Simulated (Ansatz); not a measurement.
Geometry optimisation in Ansatz: input, command and trajectory.

```yaml
crystal:
  lattice:
    - [-2.6957445844, 2.6957445844, 6.7760406807]
    - [2.6957445844, -2.6957445844, 6.7760406807]
    - [2.6957445844, 2.6957445844, -6.7760406807]
  atoms:
    - { symbol: Sr, position: [0.2066, 0.2066, 0.0] }
    - { symbol: Sr, position: [0.9566, 0.4566, 0.5] }
    - { symbol: Sr, position: [0.5434, 0.0434, 0.5] }
    - { symbol: Sr, position: [0.7934, 0.7934, 0.0] }
    - { symbol: Tl, position: [0.0, 0.0, 0.0] }
    - { symbol: Tl, position: [0.75, 0.25, 0.5] }
basis:
  ecutwfc: 420
kpoints:
  mp_grid: { grid: [4, 4, 4] }
hamiltonian:
  xc: pbe
scf:
  occupations: { method: gaussian, width: 0.1 }
  lower_state_search: "off"
output:
  forces: true
  stress: true
  eigenvalues: true
relax:
  adjacent_minimum: "off"
  f_tol: 0.04
  max_steps: 70
  cell: { stress_tol: 0.4 }
```

```bash
ansatz run input.yaml --threads 1 --pin off --max-ram 2560MiB --backend cpu --events-out ev --progress --plain --runs-dir out
```

These are results of DFT PBE, scalar-relativistic, plane waves, PAW in Ansatz 0.2.0, not measurements.

Of 11 frames 9 are shown, positions in Å and forces in eV/Å; the SCF threshold varies from step to step. Steps run on the plane waves of an earlier cell, with a Pulay correction in the pressure. The basis is chosen afresh for the last frame, the zero of the energies, and at times for earlier ones too; energy and pressure step there, also at an unchanged geometry. Here that happened at step 9 (-19 meV/atom, 0.7 GPa); the frames before carry an error of that size.

```xyz
6
Lattice="-2.6957 2.6957 6.7760 2.6957 -2.6957 6.7760 2.6957 2.6957 -6.7760" Properties=species:S:1:pos:R:3:forces:R:3 pbc="T T T" step=1 free_energy_over_end_meV_per_atom=1305.89 pressure_GPa=25.24
Sr    0.0000    0.0000    2.7999    0.0000    0.0000    1.8348
Sr    0.0000    2.6957    6.1879    0.0000    0.0000    1.8348
Sr    0.0000    2.6957    0.5882    0.0000    0.0000   -1.8348
Sr    0.0000    0.0000   10.7522    0.0000    0.0000   -1.8348
Tl    0.0000    0.0000    0.0000    0.0000    0.0000    0.0000
Tl    0.0000    2.6957    3.3880    0.0000    0.0000    0.0000
6
Lattice="-2.8270 2.8270 7.1139 2.8270 -2.8270 7.1139 2.8270 2.8270 -7.1139" Properties=species:S:1:pos:R:3:forces:R:3 pbc="T T T" step=2 free_energy_over_end_meV_per_atom=635.29 pressure_GPa=13.11
Sr    0.0000    0.0000    3.0344    0.0000    0.0000    0.8204
Sr    0.0000    2.8270    6.5914    0.0000    0.0000    0.8204
Sr    0.0000    2.8270    0.5226    0.0000    0.0000   -0.8204
Sr    0.0000    0.0000   11.1935    0.0000    0.0000   -0.8204
Tl    0.0000    0.0000    0.0000    0.0000    0.0000    0.0000
Tl    0.0000    2.8270    3.5570    0.0000    0.0000    0.0000
6
Lattice="-2.9567 2.9567 7.2833 2.9567 -2.9567 7.2833 2.9567 2.9567 -7.2833" Properties=species:S:1:pos:R:3:forces:R:3 pbc="T T T" step=3 free_energy_over_end_meV_per_atom=317.54 pressure_GPa=6.88
Sr    0.0000    0.0000    3.1880    0.0000    0.0000    0.3993
Sr    0.0000    2.9567    6.8297    0.0000    0.0000    0.3993
Sr    0.0000    2.9567    0.4536    0.0000    0.0000   -0.3993
Sr    0.0000    0.0000   11.3785    0.0000    0.0000   -0.3993
Tl    0.0000    0.0000    0.0000    0.0000    0.0000    0.0000
Tl    0.0000    2.9567    3.6416    0.0000    0.0000    0.0000
6
Lattice="-3.0880 3.0880 7.3560 3.0880 -3.0880 7.3560 3.0880 3.0880 -7.3560" Properties=species:S:1:pos:R:3:forces:R:3 pbc="T T T" step=4 free_energy_over_end_meV_per_atom=148.67 pressure_GPa=3.08
Sr    0.0000    0.0000    3.3022    0.0000    0.0000    0.2226
Sr    0.0000    3.0880    6.9802    0.0000    0.0000    0.2226
Sr    0.0000    3.0880    0.3758    0.0000    0.0000   -0.2226
Sr    0.0000    0.0000   11.4098    0.0000    0.0000   -0.2226
Tl    0.0000    0.0000    0.0000    0.0000    0.0000    0.0000
Tl    0.0000    3.0880    3.6780    0.0000    0.0000    0.0000
6
Lattice="-3.2193 3.2193 7.2038 3.2193 -3.2193 7.2038 3.2193 3.2193 -7.2038" Properties=species:S:1:pos:R:3:forces:R:3 pbc="T T T" step=5 free_energy_over_end_meV_per_atom=67.22 pressure_GPa=0.47
Sr    0.0000    0.0000    3.3886    0.0000    0.0000    0.1054
Sr    0.0000    3.2193    6.9905    0.0000    0.0000    0.1054
Sr    0.0000    3.2193    0.2133    0.0000    0.0000   -0.1054
Sr    0.0000    0.0000   11.0190    0.0000    0.0000   -0.1054
Tl    0.0000    0.0000    0.0000    0.0000    0.0000    0.0000
Tl    0.0000    3.2193    3.6019    0.0000    0.0000    0.0000
6
Lattice="-3.3010 3.3010 6.5441 3.3010 -3.3010 6.5441 3.3010 3.3010 -6.5441" Properties=species:S:1:pos:R:3:forces:R:3 pbc="T T T" step=7 free_energy_over_end_meV_per_atom=26.60 pressure_GPa=-0.53
Sr    0.0000    0.0000    3.4254    0.0000    0.0000   -0.0036
Sr    0.0000    3.3010    6.6974    0.0000    0.0000   -0.0036
Sr    0.0000    3.3010   -0.1534    0.0000    0.0000    0.0036
Sr    0.0000    0.0000    9.6627    0.0000    0.0000    0.0036
Tl    0.0000    0.0000    0.0000    0.0000    0.0000    0.0000
Tl    0.0000    3.3010    3.2720    0.0000    0.0000    0.0000
6
Lattice="-3.2933 3.2933 6.3211 3.2933 -3.2933 6.3211 3.2933 3.2933 -6.3211" Properties=species:S:1:pos:R:3:forces:R:3 pbc="T T T" step=8 free_energy_over_end_meV_per_atom=23.43 pressure_GPa=-0.13
Sr    0.0000    0.0000    3.4094    0.0000    0.0000   -0.0242
Sr    0.0000    3.2933    6.5700    0.0000    0.0000   -0.0242
Sr    0.0000    3.2933   -0.2488    0.0000    0.0000    0.0242
Sr    0.0000    0.0000    9.2328    0.0000    0.0000    0.0242
Tl    0.0000    0.0000    0.0000    0.0000    0.0000    0.0000
Tl    0.0000    3.2933    3.1606    0.0000    0.0000    0.0000
6
Lattice="-3.2933 3.2933 6.3211 3.2933 -3.2933 6.3211 3.2933 3.2933 -6.3211" Properties=species:S:1:pos:R:3:forces:R:3 pbc="T T T" step=9 free_energy_over_end_meV_per_atom=4.23 pressure_GPa=0.57
Sr    0.0000    0.0000    3.4094    0.0000    0.0000   -0.0252
Sr    0.0000    3.2933    6.5700    0.0000    0.0000   -0.0252
Sr    0.0000    3.2933   -0.2488    0.0000    0.0000    0.0252
Sr    0.0000    0.0000    9.2328    0.0000    0.0000    0.0252
Tl    0.0000    0.0000    0.0000    0.0000    0.0000    0.0000
Tl    0.0000    3.2933    3.1606    0.0000    0.0000    0.0000
6
Lattice="-3.3452 3.3452 6.2955 3.3452 -3.3452 6.2955 3.3452 3.3452 -6.2955" Properties=species:S:1:pos:R:3:forces:R:3 pbc="T T T" step=11 free_energy_over_end_meV_per_atom=0.00 pressure_GPa=0.07
Sr    0.0000    0.0000    3.3848    0.0000    0.0000    0.0086
Sr    0.0000    3.3452    6.5325    0.0000    0.0000    0.0086
Sr    0.0000    3.3452   -0.2371    0.0000    0.0000   -0.0086
Sr    0.0000    0.0000    9.2061    0.0000    0.0000   -0.0086
Tl    0.0000    0.0000    0.0000    0.0000    0.0000    0.0000
Tl    0.0000    3.3452    3.1477    0.0000    0.0000    0.0000
```

The start puts this composition into another compound's structure type, which needn't suit it. The cell swells from 32.8 to 47.0 Å³ an atom, so the end can be far from any stable crystal. At the end the space group is I4_1/amd (tolerance 0.05 Å).

Time: 89 s on 1 thread of Arm Neoverse V1 (shared host), peak memory 0.51 GiB.

The k mesh is coarse. Spin–orbit coupling is left out, which can shift energies with elements as heavy as these.